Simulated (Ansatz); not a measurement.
SiC (zinc blende, F-43m) under volume change, the program Ansatz at the PBE level (PAW), scaled uniformly.

```
V (Å³/atom)  E − E(relaxed) (meV/atom)  P (GPa)
-----------  -------------------------  -------
9.556                             65.8    24.09
9.871                             27.7    14.85
10.187                             6.6     6.87
10.502                             0.0     0.00
10.817                             6.0    -5.93
11.132                            22.8   -11.04
11.447                            48.9   -15.44
```

Task: What does a third-order Birch–Murnaghan fit give for V₀, B₀ and B′?

Result: V₀ = 10.50 Å³/atom, B₀ = 212 GPa, B′ = 3.9.

The cell was relaxed with PBE under the symmetry of its start.

Potentials: the later of the program's two PAW sets.
